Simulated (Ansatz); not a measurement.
# Profile along the Ba–H line in BaHI (space group P4/nmm)

BaHI (space group P4/nmm)

```
BaHI
1.0
    4.62120     0.00000     0.00000
    0.00000     4.62120     0.00000
    0.00000     0.00000     7.39323
Ba H I
2 2 2
Direct
  0.50000   0.00000   0.82632
  0.00000   0.50000   0.17368
  0.50000   0.50000   0.00000
  0.00000   0.00000   0.00000
  0.00000   0.50000   0.66062
  0.50000   0.00000   0.33938
```

Fields along a shortest Ba–H line of a (010) plane (2.64 Å), from Ba to H, interpolated on the slice's grid (step about 0.3 Å). Level of theory: LDA (plane waves to 420 eV, PAW, scalar-relativistic; Ansatz, an electronic-structure program). k mesh 7×7×5. Near the nuclei the fields are pseudised (PAW); where an atom keeps semicore shells as valence, they peak there. BaHI was relaxed with its symmetry unable to fall. Spin-orbit coupling is left out, though I is heavy.

```csv
distance from Ba (Å),valence electron density (e/Å³),electron localisation function
0.00,0.23,x
0.26,0.52,x
0.53,1.27,0.57
0.79,1.27,0.87
1.06,0.63,0.79
1.32,0.25,0.36
1.58,0.16,0.19
1.85,0.21,0.71
2.11,0.42,1.00
2.38,0.99,x
2.64,1.49,x
```

x: too close to a nucleus for the ELF to mean much.

Density on the Ba–H line (2.64 Å) at its density minimum, 1.6 Å from Ba: 0.16 e/Å³. ELF at that point: 0.2.
